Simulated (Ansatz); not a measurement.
# Ge: reading a single point

```
Ge
1.0
     0.00000    2.80205    2.80205
     2.80205    0.00000    2.80205
     2.80205    2.80205    0.00000
Ge
2
Direct
  0.00000 0.00000 0.00000
  0.25000 0.25000 0.25000
```

Level: r2SCAN, no spin polarisation; 500 eV; 10×10×10 Γ-centred mesh; fermi-dirac occupations (width 0.1 eV); Ansatz 0.2.0, fixed geometry.

Question: Is there a gap, and of what kind?

Answer: The gap is 0.56 eV, indirect (the least direct gap found is 0.73 eV).

Question: What does the stress say?

Answer: The pressure is 2.9 GPa (compression positive), so with the atoms held at these fractions the cell would first expand.

Question: Are the atoms at rest?

Answer: The forces vanish by the symmetry of the sites.

Question: Which orbitals make up the band edges?

Answer: Within 0.7 eV of the edges, the states project mainly on Ge p (98 %) below the gap and on Ge p (54 %) and Ge s (39 %) above it.

Question: Describe some of the short contacts.

Answer: Ge–Ge at 2.43 Å: least valence density 0.54 e/Å³ and ELF 0.79 there, a shared, covalent-like contact. These are pseudo-fields; inside the PAW spheres they differ from the all-electron ones.

Origin: a database entry at a rescaled volume.

It took 23 s on 1 thread of Intel(R) Xeon(R) 6975P-C (Granite Rapids) (shared host), peak memory 0.51 GiB, starting from a saved density. The time holds forces, stress, Bader, DOS, bands, ELF.
